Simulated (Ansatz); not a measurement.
Input file for Ansatz (a program for electronic structure):

Ansatz 0.2 input:
```yaml
crystal:
  lattice:
    - [3.8870612187, 0.0, 0.0]
    - [0.0, 3.8870612187, 0.0]
    - [0.0, 0.0, 3.8870612187]
  atoms:
    - { symbol: Rb, position: [0.0, 0.0, 0.0] }
    - { symbol: Cl, position: [0.5, 0.5, 0.5] }
kpoints:
  mp_grid: { grid: [7, 7, 7] }
basis: { xc_grid: 2, fft_grid_basis: typed }
hamiltonian:
  xc: pbesol
  pseudopotentials: { kind: paw }
scf:
  occupations: { method: fixed }
checkpoint: { read: static.run }
output: { write_density: true, elf: true, volumetric_format: npy }
```

Output (shortened):

```
Pseudopotentials: kind: paw
Pseudopotential: Rb, paw, valence charge 9
Pseudopotential: Cl, paw, valence charge 7
Functional definition: PBEsol
Crystal: 2 atoms, lattice volume = 58.731 Å³
Basis set: ecut = 420 eV, 1189 PW (Γ), exchange–correlation on 54×54×54 points (8 copies of the dense FFT grid, shifted against one another)
Bands: 12, of which v1, the nominal top of the filled ones, is band 8 counted from 1 (7 counted from 0)
Symmetry: 48 space group operations
Space group: Pm-3m (ITA 221), of the structure as read, at distance tolerance 3.9e-5 Å
k-points: 20 of 343
PAW frozen core: Rb, regenerated for the run's functional, and the local potential with it
PAW frozen core: Cl, regenerated for the run's functional, and the local potential with it
Initial density: read from a saved state, or passed on in memory by an earlier SCF of this step, an earlier step, the calling program or the single point that …
Stability of the state it starts from, as read at its close in the unpolarized treatment …
Initial wavefunctions: pseudopotential atomic-orbital guess
Eigensolver: davidson
Functional: x = pbesol(κ = 0.804, μ = 0.12345679012345678), c = pbesol(β = 0.046)
iter 1 solved again at ethr=1.50e-6 eV; its pass at ethr=3.10e-3 eV (dr2=2.41e-4 eV) is discarded
SCF iter   1: F=—  HF=-4281.614805 eV  |F-HF|=—  |Δ(HF+E_count)|=         —  Δρ=1.63e-6  dr2=1.50e-9  ethr=1.50e-6  ⟨swp⟩=3.4  Hψ=2006  notcnv=0  defer=37
all-band conjugate gradients solve this SCF's bands
preconditioner: auto → none
SCF iter   2: F=—  HF=-4281.614810 eV  |F-HF|=—  |Δ(HF+E_count)|=   4.60e-6  Δρ=1.47e-6  dr2=1.63e-9  ethr=9.38e-12  ⟨swp⟩=8.7  Hψ=1474  notcnv=0
SCF iter   3: F=-4281.614810 eV  HF=-4281.614810 eV  |F-HF|=2.72e-10  |Δ(HF+E_count)|=  4.80e-10  Δρ=7.56e-7  dr2=3.56e-10  ethr=9.38e-12  ⟨swp⟩=1.0  Hψ=665  notcnv=0
SCF 1 converged in 3 iterations: F = -4281.614810 eV  dr2 = 3.56e-10
SCF converged after 3 iterations
Free energy (F): -4281.614810 eV
Harris-Foulkes:  -4281.614810 eV  (|F-HF|=2.72e-10)
Internal energy: -4281.614810 eV  (E = F + TS)
E sigma→0 (E₀):  -4281.614810 eV
Fermi energy:    2.819257 eV
--- Per-component energies (eV) ---
  E_band       = -83.004781
  E_kinetic    = 354.509244
  E_local      = -697.844155  (includes V_loc(G=0)·N_el)
  E_nonlocal   = 203.528990
  E_hartree    = 175.536800
  E_xc         = -236.127275
  E_vxc        = -258.845398  (∫ρ·V_xc dr)
  E_paw        = -3211.060388  (= ΣΔE_a)
  E_vpaw       = -35.427268  (= ΣTr[D̂ρ^β])
  E_aug_tail   = 0.000091  (compensation charges beyond the density's cutoff)
  E_ewald      = -870.360220
  E_core_change = 0.202103  (= ΣΔE_core)
  E_smearing   =  0.000000  (= −TS)
  E_closure    = 0.000000  (closes the sum)
  Σ components = -4281.614810   (vs F -4281.614810, Δ=0.00e0)
  [band-id]    e_kinetic+e_local+e_nonlocal+2·e_hartree+e_vxc+e_vpaw+e_augmentation_tail = -83.004895   (vs E_band -83.004781, Δ=-1.15e-4)
--- Band table (eV; the first three rows and the last of 20) ---
  k-point 0: bands = ["-21.5822", "-9.5853", "-5.4899", "-5.4899", "-5.4899", "2.7525", "2.7525", "2.7525", "7.7810", "8.9095", "8.9095", "13.8772"]
  k-point 1: bands = ["-21.5742", "-9.5906", "-5.5403", "-5.4746", "-5.4746", "2.3839", "2.7284", "2.7284", "8.2991", "9.0802", "9.3920", "13.7405"]
  k-point 2: bands = ["-21.5561", "-9.6059", "-5.6402", "-5.4396", "-5.4396", "1.7079", "2.6722", "2.6722", "9.4765", "9.5670", "10.5031", "13.5728"]
  k-point 19: bands = ["-21.4697", "-9.2591", "-5.8519", "-5.8404", "-5.8404", "1.5759", "1.5759", "1.6542", "11.6689", "12.1745", "12.1745", "12.8260"]
  band table: 12 of 12 bands, residual norms ≤ 1.0e-3 eV
```

Cost: around 1.6 core-seconds (rough) on shared cores.

The workflow started from a Materials Project entry (that database holds measured and hypothetical structures alike); the Crystallography Open Database files this formula in space group No. 221, but the cells were not matched. It is not the phase usual at ambient conditions (space group No. 225). Symmetry was held in the PBEsol relaxation; whether a distortion lowers the energy is not shown. Spin–orbit coupling is left out wherever it is not named.

Potentials: the later of the program's two PAW sets.

Ansatz is a plane-wave DFT program.
